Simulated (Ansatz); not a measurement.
BeTe (zinc blende, space group No. 216), plane-wave PAW r²SCAN (Ansatz code): ε∞ = 6.88, cell volume 45.26 Å³. Infrared-active transverse modes:

| ω_TO (cm⁻¹) | oscillator strength S_xx (e²/amu) |
|---|---|
| 455.5 | 0.2475 |

### Question
Compute the static dielectric constant.

### Answer
Each mode adds (4.921e7/V) S/ω²: 1.30. So ε0 = 8.18.

### Question
What LO frequency does the Lyddane–Sachs–Teller relation give?

### Answer
ω_LO = ω_TO √(ε0/ε∞) = 497 cm⁻¹.

Space group F-43m (zinc blende). Symmetry was held in the r²SCAN relaxation; of distortions, only those at the zone centre were tested. The volume moved by 29 % from the start of the relaxation. Scalar-relativistic: spin–orbit coupling is off unless named, which matters more the heavier the elements.

Potentials: the later of the program's two PAW sets.
